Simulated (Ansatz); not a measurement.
A relaxation computed with Ansatz, from input to last step.

```yaml
crystal:
  lattice:
    - [3.5977032935, -2.1069371807, 0.0]
    - [3.5977032935, 2.1069371807, 0.0]
    - [0.0, 0.0, 8.6952082391]
  atoms:
    - { symbol: Br, position: [0.8511687762, 0.1488312238, 0.1189274016] }
    - { symbol: Br, position: [0.6488312238, 0.3511687762, 0.6189274016] }
    - { symbol: Br, position: [0.1488312238, 0.8511687762, 0.8810725984] }
    - { symbol: Br, position: [0.3511687762, 0.6488312238, 0.3810725984] }
basis:
  ecutwfc: 420
kpoints:
  mp_grid: { grid: [8, 8, 4] }
hamiltonian:
  xc: pbe
  dispersion: d3bj
scf:
  occupations: { method: gaussian, width: 0.02 }
output:
  forces: true
  stress: true
  eigenvalues: true
relax:
  adjacent_minimum: "off"
  f_tol: 0.01
  max_steps: 30
  cell: { stress_tol: 0.1, fix: [volume] }
```

```bash
ansatz run input.yaml --threads 1 --pin off --max-ram 2560MiB --backend cpu --events-out ev --progress --plain --runs-dir out
```

All numbers below come from DFT PBE+D3(BJ), scalar-relativistic, plane waves, PAW (Ansatz).

The volume is held at 1.06 times that of the relaxed cell.

Of 4 frames 3 are shown, positions in Å and forces in eV/Å; the SCF threshold varies from step to step. Steps run on the plane waves of an earlier cell, with a Pulay correction in the pressure. The basis is chosen afresh for the last frame, the zero of the energies, and at times for earlier ones too; energy and pressure step there, also at an unchanged geometry.

```xyz
4
Lattice="3.5977 -2.1069 0.0000 3.5977 2.1069 0.0000 0.0000 0.0000 8.6952" Properties=species:S:1:pos:R:3:forces:R:3 pbc="T T T" step=1 free_energy_over_end_meV_per_atom=1.84 pressure_GPa=-1.11
Br    3.5977   -1.4798    1.0341    0.0000   -0.1162   -0.1378
Br    3.5977   -0.6272    5.3817    0.0000    0.1162   -0.1378
Br    3.5977    1.4798    7.6611    0.0000    0.1162    0.1378
Br    3.5977    0.6272    3.3135    0.0000   -0.1162    0.1378
4
Lattice="3.6368 -2.1068 0.0000 3.6368 2.1068 0.0000 0.0000 0.0000 8.6023" Properties=species:S:1:pos:R:3:forces:R:3 pbc="T T T" step=2 free_energy_over_end_meV_per_atom=0.50 pressure_GPa=-0.42
Br    3.6368   -1.4969    1.0316    0.0000    0.0293   -0.0570
Br    3.6368   -0.6099    5.3327    0.0000   -0.0293   -0.0570
Br    3.6368    1.4969    7.5706    0.0000   -0.0293    0.0570
Br    3.6368    0.6099    3.2695    0.0000    0.0293    0.0570
4
Lattice="3.6317 -2.1004 0.0000 3.6317 2.1004 0.0000 0.0000 0.0000 8.6405" Properties=species:S:1:pos:R:3:forces:R:3 pbc="T T T" step=4 free_energy_over_end_meV_per_atom=0.00 pressure_GPa=-0.51
Br    3.6317   -1.4843    1.0268    0.0000    0.0025   -0.0087
Br    3.6317   -0.6161    5.3471    0.0000   -0.0025   -0.0087
Br    3.6317    1.4843    7.6137    0.0000   -0.0025    0.0087
Br    3.6317    0.6161    3.2934    0.0000    0.0025    0.0087
```

The run took 29 s on 1 thread of Arm Neoverse V2, on a shared host, peak memory 0.42 GiB.